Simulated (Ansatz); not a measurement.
Relaxed-ion elastic tensor of SiC in space group Pnma (No. 62; Si on 4c, C on 4c) in GPa (Voigt order), DFT-r²SCAN in the program Ansatz with PAW potentials; density 2.84 g/cm³, 11.72 Å³ per atom.

```
 181  76.0   170   0.0   0.0   0.0
76.0   446   103   0.0   0.0   0.0
 170   103   375   0.0   0.0   0.0
 0.0   0.0   0.0   145   0.0   0.0
 0.0   0.0   0.0   0.0   157   0.0
 0.0   0.0   0.0   0.0   0.0  96.2
```

Is the crystal mechanically stable?

Yes: the smallest eigenvalue of C is 81.5 GPa.

Work out the Voigt, Reuss and Hill averages.

K_V = 189, K_R = 158, K_H = 173; G_V = 123, G_R = 93.7, G_H = 108 GPa.

Give Young's modulus, Poisson's ratio, Pugh's ratio and the universal anisotropy index.

E = 9KG/(3K + G) = 269 GPa; ν = 0.24; K/G = 1.60 (brittle by the Pugh limit of 1.75); A_U = 5G_V/G_R + K_V/K_R − 6 = 1.78.

Estimate the sound speeds and the Debye temperature.

v_l = √((K + 4G/3)/ρ) = 10600 m/s, v_t = √(G/ρ) = 6180 m/s, mean 6850 m/s; Θ = (h/k)(3n/4πV)^(1/3) v_m = 898 K.

Solve the Christoffel equation for the three sound speeds along x, y, z.

Eigenvalues of C_ijkl n_j n_l equal ρv². In km/s, slowest first: x 5.82, 7.44, 7.98; y 5.82, 7.15, 12.53; z 7.15, 7.44, 11.48.

How much does each axis shrink under pressure?

Linear compressibilities β_i = Σ_j S_ij (j = 1 to 3): x 4.9, y 1.4, z 0.078 per TPa.

The start of the workflow was typed in or built on a structure type; neither database checked (COD, Materials Project) lists it. It is not the phase usual at ambient conditions (space group No. 186, 216). Symmetry was held in the r²SCAN relaxation; its stability against distortions is not shown here.

Potentials: the later of the program's two PAW sets.
